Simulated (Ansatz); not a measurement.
S:
```
S
1.0
    4.66876     0.00000     0.00000
    0.00000     9.14395     0.00000
    0.00000     0.00000    14.65585
S
24
Direct
  0.01001   0.31790   0.88631
  0.98999   0.68210   0.11369
  0.98999   0.68210   0.88631
  0.01001   0.31790   0.11369
  0.51001   0.18210   0.61369
  0.48999   0.81790   0.38631
  0.48999   0.81790   0.61369
  0.51001   0.18210   0.38631
  0.50000   0.50000   0.27396
  0.50000   0.50000   0.72604
  0.00000   0.00000   0.22604
  0.00000   0.00000   0.77396
  0.23540   0.72337   0.00000
  0.76460   0.27663   0.00000
  0.73540   0.77663   0.50000
  0.26460   0.22337   0.50000
  0.75918   0.86816   0.85812
  0.24082   0.13184   0.14188
  0.24082   0.13184   0.85812
  0.75918   0.86816   0.14188
  0.25918   0.63184   0.64188
  0.74082   0.36816   0.35812
  0.74082   0.36816   0.64188
  0.25918   0.63184   0.35812
```

Relaxed with r²SCAN+D4. Special points in fractions of this cell's reciprocal vectors: Γ (0.000, 0.000, 0.000); X (0.500, 0.000, 0.000); S (0.500, 0.500, 0.000); Y (0.000, 0.500, 0.000); Z (0.000, 0.000, 0.500); U (0.500, 0.000, 0.500); R (0.500, 0.500, 0.500); T (0.000, 0.500, 0.500).

Problem. List the band energies nearest the valence-band maximum at these points for r²SCAN+D4 in the plane-wave PAW code Ansatz.

Solution. In eV from the valence-band maximum; about four levels below and three above (degenerate sets whole), none deeper than 8.9 eV; points with the same levels are listed once.

| k | below | above |
|---|---|---|
| Γ | -0.31 -0.28 -0.27 -0.18 | 2.33 2.38 2.41 |
| X | -0.13 -0.13 -0.07 -0.07 | 3.17 3.17 3.37 3.37 |
| S | -0.25 -0.25 -0.16 -0.16 | 3.17 3.17 3.37 3.37 |
| Y | -0.47 -0.47 -0.25 -0.25 | 2.66 2.66 2.76 2.76 |
| Z | -0.35 -0.35 -0.22 -0.22 | 2.36 2.36 2.49 2.49 |
| U | -0.11 -0.11 -0.03 -0.03 | 3.16 3.16 3.38 3.38 |
| R | -0.22 -0.22 -0.15 -0.15 | 3.18 3.18 3.38 3.38 |
| T | -0.49 -0.49 -0.29 -0.29 | 2.51 2.51 2.85 2.85 |

Space group Pnnm (S12-ring). The first step of the workflow began from a Materials Project structure, measured or hypothetical; the Crystallography Open Database files this formula in space group No. 58, but the cells were not matched. It is not the phase usual at ambient conditions (space group No. 70). The r²SCAN+D4 relaxation kept the symmetry of its start; its stability against distortions is not shown here.

Potentials: the later of the program's two PAW sets.
